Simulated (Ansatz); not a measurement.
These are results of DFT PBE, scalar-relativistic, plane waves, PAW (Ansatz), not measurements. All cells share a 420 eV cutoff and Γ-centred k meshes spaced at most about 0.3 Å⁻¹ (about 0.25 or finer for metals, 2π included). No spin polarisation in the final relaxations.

These are static total energies at zero pressure.

Two forms of Si₂Ge₃ were relaxed alike.

A.

```xyz
10
Lattice="5.1388 0.0000 0.0000 0.0000 5.1388 0.0000 0.0000 0.0000 9.4305" Properties=species:S:1:pos:R:3 pbc="T T T"
Si    3.4957    1.6431    0.0000
Si    1.6431    3.4957    0.0000
Si    0.9263    0.9263    4.7152
Si    4.2126    4.2126    4.7152
Ge    0.0000    0.0000    6.7478
Ge    2.5694    2.5694    2.0325
Ge    2.5694    2.5694    7.3979
Ge    0.0000    0.0000    2.6827
Ge    0.0000    0.0000    0.0000
Ge    2.5694    2.5694    4.7152
```

B.

```xyz
5
Lattice="4.1134 0.0000 0.0000 0.0000 4.1134 0.0000 0.0000 0.0000 6.4388" Properties=species:S:1:pos:R:3 pbc="T T T"
Si    0.0000    0.0000    4.7362
Si    2.0567    2.0567    1.5681
Ge    2.0567    0.0000    6.2443
Ge    0.0000    2.0567    6.2443
Ge    0.0000    0.0000    2.2619
```

Question: Which form is favoured at zero pressure, and by what margin per atom?

Answer: B is lower, by 285 meV/atom. A has space group P4_2/mnm (No. 136), 24.9 Å³/atom and no gap on its mesh; B has space group P4mm (No. 99), 21.8 Å³/atom and no gap. Counting Ge atoms around Si (those within 1.25 times the shortest such distance or 1.15 times the sum of covalent radii; a plus sign parts nearer from farther groups; a slash parts the counts of unlike sites), A has Si 3 and B has Si 5/4+4. The denser one is the lower, and pressure would at first widen the difference. Even the lower one lies +0.51 eV/atom against the reference forms of the elements (uncorrected), so neither is stable at this level. In A, Si has 3 Ge at 2.32–2.42 Å and 1 Si at 2.62 Å; Ge on a site of symmetry 2mm has 2 Si at 2.42 Å and 1 Ge at 2.68 Å; Ge on a site of symmetry mmm has 2 Si at 2.32 Å and 2 Ge at 2.68 Å. In B, Si on its first site is surrounded by 5 Ge at 2.47–2.55 Å; around Si on its second site lie 4 Ge at 2.71 Å and 4 Ge at 2.99 Å; around Ge on a site of symmetry 2mm lie 2 Si at 2.55 Å, 2 Si at 2.71 Å, 4 Ge at 2.91 Å and 2 Ge at 3.20 Å; 1 more site not described. Both come from invented guesses. A third cell relaxed alike, in P-3m1, lies 163 meV/atom below the lower of the two.

Cells relaxed within their symmetry can be saddle points.
